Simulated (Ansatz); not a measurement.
GeRh:
```
GeRh
1.0
    0.00000     2.53070     2.53070
    2.53070     0.00000     2.53070
    2.53070     2.53070     0.00000
Ge Rh
1 1
Direct
  0.00000   0.00000   0.00000
  0.50000   0.50000   0.50000
```

Relaxed with PBE. Special points in fractions of this cell's reciprocal vectors: Γ (0.000, 0.000, 0.000); X (0.500, 0.000, 0.500); U (0.625, 0.250, 0.625); K (0.375, 0.375, 0.750); L (0.500, 0.500, 0.500); W (0.500, 0.250, 0.750).

Question: List the band energies nearest the Fermi level at these points for the program Ansatz at the PBE level (PAW).

Answer: In eV from the Fermi level; about four levels below and three above (degenerate sets whole), none deeper than 8.9 eV; … stands for higher levels left out; points with the same levels are listed once.

| k | below | above |
|---|---|---|
| Γ | -2.61 -2.61 -2.61 -2.38 -2.38 | 3.15 3.15 3.15 |
| X | -1.16 -1.16 -0.01 -0.01 | 0.70 4.65 … |
| U | -3.18 -1.36 -1.29 -0.36 | 0.56 2.38 6.63 |
| L | -4.06 -4.06 -1.52 -1.52 -0.35 | 5.74 6.86 6.86 |
| W | -3.85 -1.16 -0.29 -0.29 | 0.27 0.53 10.42 |

Space group Fm-3m (rock salt). A made-up cell: these elements were put on the sites of a structure type; neither database checked (COD, Materials Project) lists it. COD files the formula under space group No. 62, so this cell is another polymorph or a model. Its standing as an ambient phase is unchecked. The cell was relaxed with PBE under the symmetry of its start; its stability against distortions is not shown here. The run is not spin-polarised. Spin–orbit coupling is left out wherever it is not named.

Potentials: the later of the program's two PAW sets.
